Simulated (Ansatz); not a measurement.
A trial cell of TiW4, before relaxation:

```
CELL_PARAMETERS angstrom
2.88071 0.00000 0.00000
-1.44036 2.49477 0.00000
0.00000 0.00000 23.25919
ATOMIC_POSITIONS crystal
Ti 0.33333 0.66667 0.75000
Ti 0.66667 0.33333 0.25000
W 0.33333 0.66667 0.95000
W 0.33333 0.66667 0.15000
W 0.33333 0.66667 0.35000
W 0.33333 0.66667 0.55000
W 0.66667 0.33333 0.05000
W 0.66667 0.33333 0.45000
W 0.66667 0.33333 0.65000
W 0.66667 0.33333 0.85000
```

Method: Ansatz, DFT PBE, scalar-relativistic, plane waves, PAW. Cutoff 420 eV, Gaussian smearing, Γ-centred meshes. Cell and atoms relax on a converged mesh. In metals the finer mesh still leaves noise of several meV/atom or more. The steps can't lower the symmetry of their start. No spin polarisation in the relaxation; trial moments died out in a coarse test.

A guess keeps its type if space group and coordination stay and the shape of the cell changes little (axis ratios within about 15 %, angles within 6°); the volume may change.

Problem. Does this structure survive the relaxation?

Solution. It keeps its type. The symmetry stays P6_3/mmc (No. 194). The volume per atom shrinks by 1.0 %, from 16.7 to 16.6 Å³. The shortest distance goes from 2.86 Å (Ti–W and W–W) to 2.78 Å (Ti–Ti and W–W). The ratio c/a of the conventional cell changes by a factor of 1.10. Counting neighbours within 15 % of an atom's shortest distance, the start has Ti 12, W 12 and the end Ti 12, W 12.

The last run used an 18×18×2 mesh (in the run's order of axes) for its 10-atom cell and Gaussian smearing of 0.10 eV. Spin–orbit coupling, which can matter for W, is left out. Symmetry constrained the relaxation, so the result can be a saddle point.
